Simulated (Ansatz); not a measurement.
**Mo: clamped-ion strain scan**

These are results of DFT LDA, scalar-relativistic, plane waves, PAW (Ansatz), not measurements. Cutoff 420 eV, Γ-centred 18×18×18 k-points, Gaussian smearing of 0.15 eV. No spin polarisation. Energies are free energies at this smearing, counted from the undisturbed cell; pressure is positive in compression.

The starting cell (as given, not relaxed at this level; it stands at -8.0 GPa; this form isn't the usual structure):

```
Mo
1.0
     2.73551    0.00000    0.00000
    -1.36776    2.36902    0.00000
     0.00000    0.00000    2.55518
Mo
1
Direct
  0.00000 0.00000 0.50000
```

The cell is strained by ε times the Voigt pattern (1, 1, 0, 0, 0, 0) (xx, yy, zz, yz, xz, xy; engineering shear) with fractional coordinates fixed. The cell is metallic on the mesh throughout. At -8 GPa the given cell is far from its own equilibrium, so these figures belong to a strongly strained crystal.

```tsv
ε	ΔE (meV/atom)	stress summed along the pattern (GPa, tension positive)	pressure (GPa)
-0.1000	?	-166.24	?
-0.0750	306.8	-107.88	38.8
-0.0500	105.0	-59.86	19.3
-0.0250	?	?	3.9
0.0000	0.0	11.03	-8.0
0.0250	60.0	33.57	-17.1
0.0500	172.7	49.40	-23.9
0.0750	323.7	59.76	-28.9
0.0875	409.8	63.39	-30.8
0.1000	?	?	-32.4
```

Question: Give the withheld values.

Answer: ΔE (meV/atom) at ε = -0.1000: 627.2; pressure (GPa) at ε = -0.1000: 63.5; ΔE (meV/atom) at ε = -0.0250: 8.7; stress summed along the pattern (GPa, tension positive) at ε = -0.0250: -19.51; ΔE (meV/atom) at ε = 0.1000: 501.5; stress summed along the pattern (GPa, tension positive) at ε = 0.1000: 66.32.

Cost: 10 runs of about 1.4 core-minutes in all, on Intel Xeon Processor @ 2.50GHz (Skylake/Cascade Lake) (shared hosts).